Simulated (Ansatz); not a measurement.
Relaxed candidate structures of SiSe2:

A. P6₃/mmc (No. 194), hP6; a = 3.3817 Å, b = 3.3817 Å, c = 13.8322 Å, α = 90.00°, β = 90.00°, γ = 120.00°; Se 4e (0.000, 0.000, 0.135); Si 2c (0.333, 0.667, 0.250)

B. R3m, hexagonal axes (No. 160), hR3; a = 3.479 Å, b = 3.479 Å, c = 16.879 Å, α = 90.00°, β = 90.00°, γ = 120.00°; Se 3a (0.000, 0.000, 0.333); Si 3a (0.000, 0.000, 0.760); Se 3a (0.000, 0.000, 0.519)

Question: Put the candidates in order of energy per atom, lowest first, for PBE-D3(BJ) (plane waves to 420 eV, PAW, scalar-relativistic; Ansatz, a quantum-chemistry and plane-wave program).

Answer: B (reference), A (+0.06 eV/atom)

Each run could gain symmetry but not lose that of its start, so entries can be saddle points. All of these are generated cells (placed on structure types, drawn at random, substituted or restacked) that were not matched to a known phase here. The real structure of this composition may not be among these. Energies are at zero temperature and pressure, without zero-point motion. Each cell has its own k-point mesh; energy differences are given only to the digits this allows. No spin polarisation in the result.
